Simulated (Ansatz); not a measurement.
6 guesses for AlGa₂As₃ and where they end

Level of theory: Ansatz 0.2.0, DFT PBE, scalar-relativistic, plane waves, PAW. All cells share a 420 eV cutoff and Γ-centred k meshes spaced at most about 0.3 Å⁻¹ (about 0.25 or finer for metals, 2π included). No spin polarisation in the final relaxations.

Each guess was relaxed in cell and atoms at zero pressure, within the symmetry of its start. Temperature and zero-point effects are left out. Coordination counts As atoms around Al and Ga (those within 1.25 times the shortest such distance or 1.15 times the sum of covalent radii; a plus sign parts nearer from farther groups; the shortest distance is added where it is long for a bond; a slash parts the counts of unlike sites).

| guess | made from | start group | V start (Å³/atom) | end group | V end (Å³/atom) | coordination at the end | gap on mesh (eV) | E over the lowest end (meV/atom) |
| --- | --- | --- | --- | --- | --- | --- | --- | --- |
| 1 | random cell | Immm | 22.1 | ? | ? | ? | ? | ? |
| 2 | random cell | P-6m2 | 24.9 | P-6m2 | 31.8 | Al 6 from 3.7 Å, Ga 2/6 from 3.7 Å | 0 | 524 |
| 3 | Li3Tl2Cd type | P4/mmm | 19.8 | P4/mmm | 20.9 | Al 8, Ga 4+4 from 2.9 Å | 0 | 0 |
| 4 | Sr2Si3Ni type | P-6m2 | 24.0 | P-6m2 | 21.6 | Al 3, Ga 9 from 3.2 Å | 0 | 81 |
| 5 | SmB2Ir3 type | P6/mmm | 19.8 | P6/mmm | 22.9 | Al 12 from 3.7 Å, Ga 6 | 0 | 260 |
| 6 | random cell | P4/mmm | 20.1 | P4/mmm | 31.9 | Al 2, Ga 2+4 | 0 | 267 |

Guess 1 as it starts:

```cif
data_structure
_symmetry_space_group_name_H-M 'P 1'
_symmetry_Int_Tables_number 1
_cell_length_a 5.5877
_cell_length_b 5.5877
_cell_length_c 5.5877
_cell_angle_alpha 116.401
_cell_angle_beta 106.731
_cell_angle_gamma 105.513
_cell_volume 132.80
loop_
_atom_site_label
_atom_site_type_symbol
_atom_site_fract_x
_atom_site_fract_y
_atom_site_fract_z
_atom_site_occupancy
Al1 Al 0.50000 0.00000 0.50000 1
Ga1 Ga 0.21619 0.21619 0.00000 1
Ga2 Ga 0.78381 0.78381 0.00000 1
As1 As 0.00000 0.26092 0.26092 1
As2 As 0.00000 0.73908 0.73908 1
As3 As 0.50000 0.50000 0.00000 1
```

Question: Predict the end of this guess and its energy over the lowest end.

Answer: It ends in space group Immm (No. 71), with a = 3.811 Å, b = 7.595 Å, c = 9.444 Å, 22.8 Å³/atom and no gap. It lies 8 meV/atom over the lowest end, above guess 3 and below guess 4. Counting As atoms around Al and Ga, this end has Al 4, Ga 3 and the lowest (guess 3) has Al 8, Ga 4+4 from 2.9 Å. The lowest (guess 3) holds As–As pairs (shortest 2.60 Å); in this end the shortest As–As distance is 2.75 Å, near bonding range too.

```yaml
crystal:
  lattice:
    - [-1.90530, 3.79773, 4.72207]
    - [1.90530, -3.79773, 4.72207]
    - [1.90530, 3.79773, -4.72207]
  atoms:
    - { symbol: Al, position: [0.00000, 0.50000, 0.50000] }
    - { symbol: Ga, position: [0.21658, 0.21658, 0.00000] }
    - { symbol: Ga, position: [0.78342, 0.78342, 0.00000] }
    - { symbol: As, position: [0.23974, 0.00000, 0.23974] }
    - { symbol: As, position: [0.76026, 0.00000, 0.76026] }
    - { symbol: As, position: [0.50000, 0.50000, 0.00000] }
```

The zero of energy is the elements' standard structures at the same level; no fitted shifts are applied.

Question: Is the lowest end bound against the elements?

Answer: No: its formation energy is +0.13 eV/atom. The separate elements lie lower, so it is unstable against them.

The k mesh leaves some 4 meV/atom of noise in the energy of each metallic cell. Weakly bound directions are ill-defined at this level, which has no dispersion term (P4/mmm at 20.9 Å³/atom), and this can change margins and order among such cells. The reference form of As is held partly by dispersion forces, which this level lacks. Cells relaxed within their symmetry can be saddle points. A lower structure may well exist outside this small set. Some candidate types were left out of the draw beforehand, so a known form may be missing.
